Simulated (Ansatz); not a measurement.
## Na4Ti2Si3O12: Quadrupolar parameters

The cell is a computed structure from the Materials Project (it need not be an observed phase).

Space group R-3c:H (No. 167); a = 8.9997, c = 21.8609 Å, γ = 120.00°.

| site | Wyckoff | site symmetry | x | y | z |
| --- | --- | --- | --- | --- | --- |
| Na1 | 18e | .2 | 0.2943 | 0.3333 | 0.5833 |
| Na7 | 6b | -3. | 0.0000 | 0.0000 | 0.5000 |
| Ti | 12c | 3. | 0.0000 | 0.0000 | 0.3535 |
| Si | 18e | .2 | 0.9556 | 0.3333 | 0.5833 |
| O19 | 36f | 1 | 0.1962 | 0.0291 | 0.3101 |
| O31 | 36f | 1 | 0.0268 | 0.8386 | 0.4132 |

One atom of each set is listed; the run and its k-mesh use a cell of 42 atoms with edges of 8.95, 8.95, 8.95 Å.

Computed with Ansatz: DFT, r2SCAN, plane waves and PAW, scalar-relativistic, 500 eV cutoff, Γ-centred 3×3×3 k-points, Fermi–Dirac smearing 0.02 eV.

C_Q = eQV_zz/h, which is 24.18 MHz for Q = 1 b and V_zz = 10²¹ V/m²; η = (V_xx − V_yy)/V_zz.

Na-23: I = 3/2, Q = 104.0 mb; 47Ti: I = 5/2, Q = 302.0 mb; ¹⁷O: I = 5/2, Q = -25.58 mb. Q values from Pyykkö, Mol. Phys. 116, 1328 (2018).

**Question.** What field gradients does the calculation give at each kind of site?

**Answer.** 

```json
{"site": "Na1", "atoms": "6", "first shell": "6 O at 2.43–2.62 Å; also 2 O at 2.98 Å", "V_zz (10²¹ V/m²)": "-1.42", "η": "0.28", "C_Q (MHz)": "-3.56"}
{"site": "Na7", "atoms": "2", "first shell": "6 O at 2.47 Å", "V_zz (10²¹ V/m²)": "-1.37", "η": "0.00", "C_Q (MHz)": "-3.44"}
{"site": "Ti", "atoms": "4", "first shell": "6 O at 1.90–2.05 Å", "V_zz (10²¹ V/m²)": "1.58", "η": "0.00", "C_Q (MHz)": "11.5"}
{"site": "Si", "atoms": "6", "first shell": "4 O at 1.63–1.65 Å", "V_zz (10²¹ V/m²)": "1.37", "η": "0.56", "C_Q (MHz)": "–"}
{"site": "O19", "atoms": "12", "first shell": "1 Si at 1.65 Å, 1 Ti at 1.90 Å, angle 152°; also 2 Na at 2.62–2.98 Å", "V_zz (10²¹ V/m²)": "5.64", "η": "0.08", "C_Q (MHz)": "-3.49"}
{"site": "O31", "atoms": "12", "first shell": "1 Si at 1.63 Å, 1 Ti at 2.05 Å, angle 143°; also 3 Na at 2.43–2.51 Å", "V_zz (10²¹ V/m²)": "5.83", "η": "0.17", "C_Q (MHz)": "-3.61"}
```

An axis of threefold or higher order runs through Na7 and Ti, so V_zz lies along it and η is zero. At O19 and O31 V_zz points along the shorter of its two bonds, to Si (within 8°) in each case.

Si has no stable isotope with a ground-state quadrupole moment in the table, so no C_Q is given.

At this cell the principal stresses reach 5 GPa in size with r2SCAN, which can matter for small gradients. The largest force is 0.3 eV/Å, so the atoms aren't at the calculated equilibrium and relaxing them would move these values.
